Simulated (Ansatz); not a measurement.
ZnSnN₂:
Space group R-3m, hexagonal axes (No. 166); a = b = 3.158 Å, c = 15.393 Å, α = β = 90.00°, γ = 120.00°

| atom | site | symmetry | x | y | z |
|---|---|---|---|---|---|
| Sn | 3a | -3m | 0.0000 | 0.0000 | 0.0000 |
| Zn | 3b | -3m | 0.0000 | 0.0000 | 0.5000 |
| N | 6c | 3m | 0.0000 | 0.0000 | 0.2534 |
(The calculation used a cell of 4 atoms; values per cell refer to that cell.)

Relaxed with r²SCAN+D4. r²SCAN+D4 in the plane-wave PAW code Ansatz gives a gap of 1.27 eV.

Q: What gap does HSE06 give on the same cell (Ansatz, PAW)?

A: 1.99 eV, 0.72 eV more. The hybrid was solved on a coarser mesh and at special points; the gap given is the minimum over both.

```
k   v1 r²SCAN+D4  c1 r²SCAN+D4  v1 HSE06  c1 HSE06
--  ------------  ------------  --------  --------
Γ          -0.19          1.27     -0.19      1.99
T          -0.62          3.73       ___       ___
L          -1.39          3.69       ___       ___
F          -0.04          1.32       ___       ___
S0         -1.38          4.42     -1.47      5.23
H0         -1.50          4.58       ___       ___
```

Q: Top valence (v1) and lowest conduction level (c1) in eV from each method's valence maximum (which need not be a listed point): supply the withheld HSE06 values.

A: 
- H0, v1 HSE06: -1.57
- H0, c1 HSE06: 5.40
- F, v1 HSE06: -0.06
- F, c1 HSE06: 2.07
- T, v1 HSE06: -0.55
- T, c1 HSE06: 4.49
- L, v1 HSE06: -1.38
- L, c1 HSE06: 4.46

Cost on shared cores: the r²SCAN+D4 run (SCF on a 10×10×10 mesh, then bands and DOS) very roughly 60 core-seconds, the HSE06 run (SCF on 8×8×8, then a few points) roughly 7 core-minutes; the tasks are unlike.

The cell is a constructed one: a structure type filled with these elements; neither database checked (COD, Materials Project) lists it. Its standing as an ambient phase is unchecked. The cell was relaxed with r²SCAN+D4 under the symmetry of its start; whether a distortion lowers the energy is not shown. Spin–orbit coupling is left out wherever it is not named.

Potentials: the later of the program's two PAW sets.
